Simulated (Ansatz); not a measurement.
HfC (rock salt) is sheared across one {110} plane: the third cell vector gains the shift, so faults repeat every 4.9 Å. The cut lies between planes 1.64 Å apart; the cell height is held.

```yaml
crystal:
  lattice:
    - [3.28914, 0.00000, 0.00000]
    - [0.00000, 4.65154, 0.00000]
    - [1.64457, 2.32577, 4.93371]
  atoms:
    - { symbol: C, position: [0.00000, 0.00000, 0.83333] }
    - { symbol: C, position: [0.33333, 0.33333, 0.16667] }
    - { symbol: C, position: [0.66667, 0.66667, 0.50000] }
    - { symbol: Hf, position: [0.00000, 0.50000, 0.83333] }
    - { symbol: Hf, position: [0.33333, 0.83333, 0.16667] }
    - { symbol: Hf, position: [0.66667, 0.16667, 0.50000] }
```

In-plane vectors a = (3.289, 0.000) Å, b = (0.000, 4.652) Å, area 15.30 Å². The shift is s times the vector a (length 3.289 Å), so s = 1 restores the start. Atoms relax along the normal only. γ = [E(shift) − E(0)] / area.

Computed with PBE (plane waves to 420 eV, PAW, scalar-relativistic; Ansatz, an electronic-structure program). k mesh 12×12×12 (Γ-centred), Fermi-Dirac smearing 0.05 eV. Energies are extrapolated to zero smearing. Some relaxations began with atoms very close together and may have settled on another branch. With partly filled bands, the k mesh leaves noise in γ, roughly 0.02 J/m² as judged from a few cases. Faults lie only 4.9 Å apart, and holding the cell height raises γ above its relaxed value. HfC is run without spin polarisation. HfC was relaxed with its symmetry unable to fall. Spin-orbit coupling is left out, though Hf is heavy. γ is measured from zero shift. The last digit holds for this mesh only.

| s | γ (J/m²) |
|---|---|
| 0.000 | 0.00 |
| 0.083 | 0.32 |
| 0.167 | 1.07 |
| 0.250 | 1.92 |
| 0.333 | 2.67 |
| 0.417 | withheld |
| 0.500 | 3.34 |
| 0.583 | withheld |
| 0.667 | 2.67 |
| 0.750 | 1.92 |
| 0.833 | 1.07 |
| 0.917 | 0.32 |

### Question
Fit a Fourier form (three harmonics of 1 − cos and sin) to the given rows and predict γ at s = 0.583.

### Answer
Least squares on the 10 given rows: γ = (1.646)·[1 − cos(2πs)] + (0.129)·[1 − cos(4πs)] + (0.026)·[1 − cos(6πs)], in J/m²; root-mean-square residual 0.007 J/m². At 0.583 the fit gives 3.16 J/m²; the calculation gives 3.17 J/m², so the interpolation is off by -0.01 (-0.3 %). 

(The slope of γ gives the shear force per area between the displaced halves; near zero shift its curvature is an elastic stiffness.)
